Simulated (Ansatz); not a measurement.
CoSn:
```
CoSn
1.0
    5.29498     0.00000     0.00000
   -2.64749     4.58559     0.00000
    0.00000     0.00000     4.23285
Co Sn
3 3
Cartesian
 -1.32375   2.29279   0.00000
  2.64749   0.00000   0.00000
  1.32375   2.29279   0.00000
  2.64749   1.52853   2.11643
  0.00000   3.05706   2.11643
  0.00000   0.00000   0.00000
```

Relaxed with PBE.

Question: Map the valence electron density (e/Å³), cut off at 6 on the plane through (0.000, 0.500, 0.000) spanned by u = [1, 1, 0] and v = [1, -1, 0] in lattice vectors, from DFT-PBE in the program Ansatz with PAW potentials.

Answer: x is the fraction of u, y of v (the angle between them is 90°; rows are the nearest grid lines); atoms in the plane: Co at (0.00, 0.00), Co at (0.50, 0.50), Co at (0.00, 0.50), Co at (0.50, 0.00), Co at (0.25, 0.25), Co at (0.75, 0.75), Sn at (0.25, 0.75), Sn at (0.75, 0.25).
```
|@@@+.    .+@@@@@+.    .+@@@|
|@@+.      .+@@@+.      .+@@|
|-:.        .:-:.        .:-|
|                           |
|    .:--:.        .--.     |
|   :*@@@@*:     :#@@@@#:   |
|   :%@@@@%:     :@@@@@@:   |
|   .-*@@*-.      -%@@%-    |
|                           |
|                           |
|-:.        .:-:.        .:-|
|@@@-      -@@@@@=      =@@@|
|@@@=      =@@@@@-      -@@@|
|-:.        .:-:.        .:-|
|                           |
|                           |
|    -%@@%-      .-*@@*-.   |
|   :@@@@@@:     :%@@@@%:   |
|   :#@@@@#:     :*@@@@*:   |
|     .--.        .:--:.    |
|                           |
|-:.        .:-:.        .:-|
|@@+.      .+@@@+.      .+@@|
|@@@+.    .+@@@@@+.    .+@@@|
```
Scale: ten equal steps from 0.242 (start of ' ') to 6.00 (end of '@'), in the order ' .:-=+*#%@'; x runs from 0.000 to 1.00, y from 0.000 (bottom) to 1.00 (top).

The density is the valence pseudo-density with augmentation charge, so density and ELF within about 1 Å of a nucleus are not all-electron values.

Space group P6/mmm. Symmetry was held in the PBE relaxation; of distortions, only those at the zone centre were tested. The run is not spin-polarised. Spin–orbit coupling is left out wherever it is not named.

Potentials: the later of the program's two PAW sets.
